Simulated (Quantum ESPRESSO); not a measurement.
# Computed records: Mg₄S₃ (made-up cell, one site empty)

Computed with Quantum ESPRESSO 7.5. Calculation on a made-up crystal cell, not a measurement: periodic Kohn-Sham density functional theory in plane waves with PseudoDojo standard norm-conserving scalar-relativistic pseudopotentials, each functional with its own files (v0.5 for PBE, v0.4.1 for LDA and PBEsol), no spin polarisation, no spin-orbit coupling, atoms not relaxed, stress positive in tension, energies less a fixed whole-eV offset for each atom's element; levels are Kohn-Sham levels at fractions of this cell's reciprocal vectors, counted from the reference band (half the neutral cell's valence electrons, rounded up) at Gamma; error bars cover cutoff and k-mesh only, not smearing or the files; each bar is the largest change over components, and at least 0.002 eV, 0.002 eV per angstrom or 0.02 GPa; added strain carries the atoms with the cell, and shear is the tensor component; energies are for the whole cell, and the offsets were chosen from early runs and are not element reference energies.

Common to all runs: lattice type rocksalt; empty site 7; functional pbe; cutoff 1143 eV; fermi dirac smearing 0.1 eV; scf tolerance 1e-07 eV; electrons removed 0; added strain kind uniform; k mesh 6 x 6 x 6, shifted by half a step.

(1) Mg₄S₃ (made-up cell, one site empty)

Unstrained structure:
```xyz
7
Lattice="5.1779 -0.0532 0.0094 -0.0532 5.1362 -0.0041 0.0094 -0.0041 5.1422" Properties=species:S:1:pos:R:3 Mg4S3
Mg     0.0942     0.0449     0.0438
Mg    -0.0573     2.5236     2.5702
Mg     2.5529     0.0201     2.6173
Mg     2.5498     2.4804     0.0053
S      2.5915    -0.0112     0.0185
S      2.6442     2.5303     2.5830
S      5.1553     2.4906     0.0396
```

```
added strain             : 0.0043
structure shown          : before the added strain of 0.0043
free energy less offsets : 3.433 eV
scf iterations           : 9
smearing term minus ts   : -0.006365 eV
pressure                 : 0.01572 GPa
stress xx                : 0.1286 GPa
stress yy                : -0.3046 GPa
stress zz                : 0.1289 GPa
stress yz                : -0.0678 GPa
stress xz                : 0.1852 GPa
stress xy                : -0.8718 GPa
fermi level              : 2.544 eV
reference band           : 29
error bar energy         : 0.003186 eV
error bar stress         : 0.02221 GPa
error bar force          : 0.005274 eV/Å
error bar next band up   : 0.002 eV
error bar fermi level    : 0.01412 eV
error bars from          : tighter rerun of a related cell
```

Atoms:
```csv
atoms element,atom site,atom energy offset (eV)
Mg,1,-1617
Mg,2,-1617
Mg,3,-1617
Mg,4,-1617
S,5,-302
S,6,-302
S,8,-302
```

Forces:
```csv
site,x (eV/Å),y (eV/Å),z (eV/Å)
1,-0.3594,-0.3167,0.01833
2,0.3911,0.003837,0.12
3,-0.07236,-0.2767,-0.1139
4,0.08572,0.3418,0.03078
5,0.3336,-0.368,0.07813
6,-0.4521,0.2759,0.02724
8,0.07342,0.3399,-0.1606
```

Levels:
```csv
level k point,next band up (eV)
Gamma,3.077
"(1/2,1/2,1/2)",4.824
"(0.15,0,0)",3.431
"(0,0.15,0)",3.387
"(0,0,0.15)",3.384
```

(2) Mg₄S₃ (made-up cell, one site empty)

Structure as in entry 1.

```
added strain             : 0.0126
structure shown          : before the added strain of 0.0126
free energy less offsets : 3.447 eV
scf iterations           : 9
smearing term minus ts   : -0.007885 eV
pressure                 : -1.393 GPa
stress xx                : 1.504 GPa
stress yy                : 1.14 GPa
stress zz                : 1.536 GPa
stress yz                : -0.06815 GPa
stress xz                : 0.1776 GPa
stress xy                : -0.8496 GPa
fermi level              : 2.519 eV
reference band           : 29
error bar energy         : 0.003186 eV
error bar stress         : 0.02221 GPa
error bar force          : 0.005274 eV/Å
error bar next band up   : 0.002 eV
error bar fermi level    : 0.01412 eV
error bars from          : tighter rerun of a related cell
```

Atoms:
```csv
atoms element,atom site,atom energy offset (eV)
Mg,1,-1617
Mg,2,-1617
Mg,3,-1617
Mg,4,-1617
S,5,-302
S,6,-302
S,8,-302
```

Forces:
```csv
site,x (eV/Å),y (eV/Å),z (eV/Å)
1,-0.3173,-0.2809,0.01849
2,0.3425,0.0006515,0.1045
3,-0.07219,-0.2457,-0.1017
4,0.08136,0.3038,0.02825
5,0.2909,-0.3248,0.06574
6,-0.4045,0.2436,0.03049
8,0.07916,0.3034,-0.1458
```

Levels:
```csv
level k point,next band up (eV)
Gamma,2.979
"(1/2,1/2,1/2)",4.774
"(0.15,0,0)",3.334
"(0,0.15,0)",3.295
"(0,0,0.15)",3.293
```
